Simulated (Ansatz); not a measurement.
Cs₃Bi in space group Fm-3m (No. 225; Cs on 8c, Cs on 4b, Bi on 4a), r²SCAN (plane waves, PAW; program Ansatz). The conduction-band minimum lies at Γ, with 1 equivalent valley. Second derivatives d²E/dk² of the lowest band at one valley (eV·Å²), along Cartesian directions:

```
direction  d²E/dk²
---------  -------
[100]        48.14
[010]        48.14
[001]        48.14
[110]        48.21
[101]        48.21
[011]        48.21
```

Task: Find the principal effective masses, the density-of-states mass and the conductivity mass.

Result: Off-diagonal terms follow from H_xy = H[110] − (H_xx + H_yy)/2, and m*/mₑ = 7.620 eV·Å² over each eigenvalue: 0.16, 0.16, 0.16. One valley's DOS mass (m₁m₂m₃)^(1/3) = 0.16, conductivity mass 3/(Σ 1/mᵢ) = 0.16 mₑ.

Task: What effective density of states Nc follows at 300 K for parabolic valleys?

Result: Nc = 2.509e19 × 1 × (0.16)^(3/2) ≈ 1.6e18 cm⁻³.

The first step of the workflow began from a Materials Project structure, measured or hypothetical; the Crystallography Open Database copy checked does not list it. With Cs and Bi taken as one species the cell has the higher symmetry Im-3m, so it may be an ordered model of a mixed-site phase. Whether it is the stable phase at ambient conditions was not checked. The cell was relaxed with r²SCAN under the symmetry of its start; of distortions, only those at the zone centre were tested. Spin–orbit coupling is left out wherever it is not named.

Potentials: the later of the program's two PAW sets.

Edges and masses are those of Kohn–Sham bands, whose gap is no quasiparticle gap.
